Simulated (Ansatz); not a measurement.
The structure is an experimental refinement, used without relaxation.

Ba: DFT, PBEsol, all-electron LAPW, scalar-relativistic (Ansatz 0.2.0).

Command: `ansatz run input.yaml --threads 1 --pin off --max-ram 3072MiB --backend cpu --events-out ev --progress --plain --runs-dir out` The run took 4.3 s on 1 thread of Intel(R) Xeon(R) Platinum 8488C (Sapphire Rapids) (shared host), peak memory 0.28 GiB.

```yaml
crystal:
  lattice:
    - [-2.5, 2.5, 2.5]
    - [2.5, -2.5, 2.5]
    - [2.5, 2.5, -2.5]
  atoms:
    - { symbol: Ba, position: [0.0, 0.0, 0.0] }
kpoints:
  mp_grid: { grid: [10, 10, 10] }
  band_path:
    path:
      - [0.0, 0.0, 0.0]
      - [0.5, -0.5, 0.5]
      - [0.0, 0.0, 0.5]
      - [0.0, 0.0, 0.0]
      - [0.25, 0.25, 0.25]
      - [0.5, -0.5, 0.5]
      - [0.25, 0.25, 0.25]
      - [0.0, 0.0, 0.5]
    npoints: 14
scf:
  occupations: { method: fermi_dirac, width: 0.05 }
hamiltonian:
  xc: pbesol
  pseudopotentials: { kind: all_electron, lapw: { basis_error: 0.0005 } }
output:
  forces: true
  stress: true
  eigenvalues: true
  populations: true
  dos: { projected: true, de: 0.2, e_range: [-14, 8] }
```

Output:

```
Ba: projections on atomic orbitals take those of the free atom 1s2 2s2 2p6 3s2 3p6 3d10 4s2 4p6 4d10 5s2 5p6 6s2, of charge +0.00 (hamiltonian.pseudopotentials.projection_atoms)
LAPW: plane waves up to 4.621 Å⁻¹, error target 5.0e-4 eV per atom; small_component_spin mean_spin; Ba in spheres of 2.165 Å, 20 of its electrons in bands, Dirac shells []
Engine: ansatz 0.2.0
Pseudopotentials: kind: all_electron
Pseudopotential: Ba, LAPW, valence charge 20, Koelling and Harmon's equation, gaussian nucleus
Functional definition: PBEsol
  exchange = pbesol_x
  correlation = pbesol_c
Crystal: 1 atoms, lattice volume = 62.500 Å³
Basis set: ecut = 81.3697767532419 eV, 87 PW (Γ), exchange–correlation at level 2
Bands: 14, of which v1, the nominal top of the filled ones, is band 10 counted from 1 (9 counted from 0)
Symmetry: 48 space group operations
Space group: Im-3m (ITA 229), of the structure as read, at distance tolerance 4.0e-5 Å
k-points: 47 of 1000
Non-local potential: Ba, projectors of the file, none
Initial density: superposition of atomic densities (chi_scale 0.1, normalization cell)
Initial wavefunctions: plane waves of lowest kinetic energy (no species holds an atomic orbital)
Functional: x = pbesol(κ = 0.804, μ = 0.12345679012345678), c = pbesol(β = 0.046)
iter 1 solved again at ethr=1.72e-5 eV; its pass at ethr=1.00e-1 eV (dr2=3.44e-3 eV) is discarded
SCF iter   1: F=—  HF=-221285.372110 eV  |F-HF|=—  |Δ(HF+E_count)|=         —  Δρ=1.99e-3  dr2=3.45e-3  ethr=1.72e-5  ⟨swp⟩=6.6  Hψ=5265  notcnv=0
preconditioner: auto → Kerker (q_TF=auto, 2.256 Å⁻¹)  [metal: Δε(μ)=0.020 eV  Ē_g=2.788 eV  σ=0.050 eV  W_gap=0.10  n_scr=12 (ndim 8)  ℏωp=6.6 eV  f_vac=0.000  D(μ)=1.36/eV (n_scr^D=12)]
SCF iter   2: F=—  HF=-221285.373803 eV  |F-HF|=—  |Δ(HF+E_count)|=   1.69e-3  Δρ=1.49e-3  dr2=2.04e-3  ethr=1.72e-5  ⟨swp⟩=2.0  Hψ=2180  notcnv=0
SCF iter   3: F=—  HF=-221285.375412 eV  |F-HF|=—  |Δ(HF+E_count)|=   1.61e-3  Δρ=6.27e-4  dr2=4.26e-4  ethr=1.02e-5  ⟨swp⟩=2.0  Hψ=2181  notcnv=0
SCF iter   4: F=—  HF=-221285.375476 eV  |F-HF|=—  |Δ(HF+E_count)|=   6.35e-5  Δρ=2.62e-4  dr2=8.59e-5  ethr=2.13e-6  ⟨swp⟩=2.0  Hψ=2178  notcnv=0
iter 5 solved again at ethr=3.08e-8 eV; its pass at ethr=4.29e-7 eV (dr2=6.15e-6 eV) is discarded
SCF iter   5: F=—  HF=-221285.375482 eV  |F-HF|=—  |Δ(HF+E_count)|=   6.88e-6  Δρ=6.26e-5  dr2=6.19e-6  ethr=3.08e-8  ⟨swp⟩=2.0  Hψ=3510  notcnv=0
SCF iter   6: F=—  HF=-221285.375483 eV  |F-HF|=—  |Δ(HF+E_count)|=   5.94e-7  Δρ=2.96e-5  dr2=1.33e-6  ethr=3.08e-8  ⟨swp⟩=2.0  Hψ=2178  notcnv=0
SCF iter   7: F=-221285.375483 eV  HF=-221285.375483 eV  |F-HF|=1.43e-8  |Δ(HF+E_count)|=   2.61e-7  Δρ=4.25e-6  dr2=1.66e-8  ethr=6.63e-9  ⟨swp⟩=2.0  Hψ=2178  notcnv=0
SCF 1 converged in 7 iterations: F = -221285.375483 eV  dr2 = 1.66e-8
NSCF: frozen V_eff on 99 k-points
SCF converged after 7 iterations
Free energy (F): -221285.375483 eV
Harris-Foulkes:  -221285.375483 eV  (|F-HF|=1.43e-8)
Internal energy: -221285.364200 eV  (E = F + TS)
E sigma→0 (E₀):  -221285.369842 eV
Entropy (-TS):   -0.011283 eV (-11.283 meV/atom)
Fermi energy:    7.622271 eV
--- Per-component energies (eV) ---
  E_band       = -836.251319
  E_kinetic    = 235765.414455
  E_xc         = -5304.455714
  E_electrostatic = -451746.322942  (all electrons and nuclei)
  E_smearing   = -0.011283  (= −TS)
  E_closure    = 0.000000  (closes the sum)
  E_atoms      = -221283.258438  (free atoms, spherical and without spin; not in F)
  Σ components = -221285.375483   (vs F -221285.375483, Δ=0.00e0)
  Basis errors (estimates in eV, not in F): energy 1.7e-4 per atom: plane waves 1.5e-4 (7.8e-5 summed), levels above the bands 2.7e-29, relativity 5.9e-9, radial functions 1.9e-5, core shells 3.6e-7; eigenvalues (radial functions only) 4.7e-7; not estimated: angular momenta, meshes, grids; target (lapw.basis_error) 5.0e-4; muffin-tin radii Ba 2.165 Å
--- Forces (eV/Å), atoms counted from 1 ---
  atom   1  Ba    -0.00000000    -0.00000000    -0.00000000
  max |Σ_I F_I| component: 2.18e-31 eV/Å
--- Stress (GPa, compression-positive) ---
       -0.600512      -0.000000      -0.000000
       -0.000000      -0.600512       0.000000
       -0.000000       0.000000      -0.600512
  P = ⅓ Tr σ = -0.6005 GPa (-6.005 kbar)
--- Band table (eV; the first three rows and the last of 47) ---
  k-point 0: bands = ["-76.9777", "-76.9777", "-76.9777", "-76.9726", "-76.9726", "-21.1986", "-6.1204", "-6.1204", "-6.1204", "4.8725", "9.4678", "9.4678", "9.4678", "10.9130"]
  k-point 1: bands = ["-76.9777", "-76.9777", "-76.9777", "-76.9726", "-76.9726", "-21.1944", "-6.1694", "-6.1354", "-6.1206", "5.0607", "9.3080", "9.3656", "9.6499", "10.6443"]
  k-point 2: bands = ["-76.9777", "-76.9777", "-76.9777", "-76.9726", "-76.9726", "-21.1831", "-6.2940", "-6.1744", "-6.1214", "5.5696", "8.9644", "8.9827", "10.1814", "10.5440"]
  k-point 46: bands = ["-76.9777", "-76.9777", "-76.9777", "-76.9726", "-76.9726", "-21.1201", "-6.4519", "-6.4519", "-6.4519", "7.0976", "7.0976", "11.6712", "11.6712", "11.6712"]
--- Löwdin populations: 1 site ---
  site symbol       q [e]
     0     Ba     55.4063
  spilling = 0.010602 (of n_electrons = 56.000000)
```

populations.tsv:

```
# site	symbol	l	j	q
# orbitals = lowdin
# n_electrons = 56.000000
# spilling = 0.010602
# projection_atom_Ba: 1s2 2s2 2p6 3s2 3p6 3d10 4s2 4p6 4d10 5s2 5p6 6s2
0	Ba	0_1S	-	2.000000
0	Ba	0_2S	-	1.999997
0	Ba	0_3S	-	1.999960
0	Ba	0_4S	-	1.999533
0	Ba	0_5S	-	1.992402
0	Ba	0_6S	-	1.422160
0	Ba	1_2P	-	6.000000
0	Ba	1_3P	-	5.999998
0	Ba	1_4P	-	5.999973
0	Ba	1_5P	-	5.992256
0	Ba	2_3D	-	9.999999
0	Ba	2_4D	-	9.999985
```
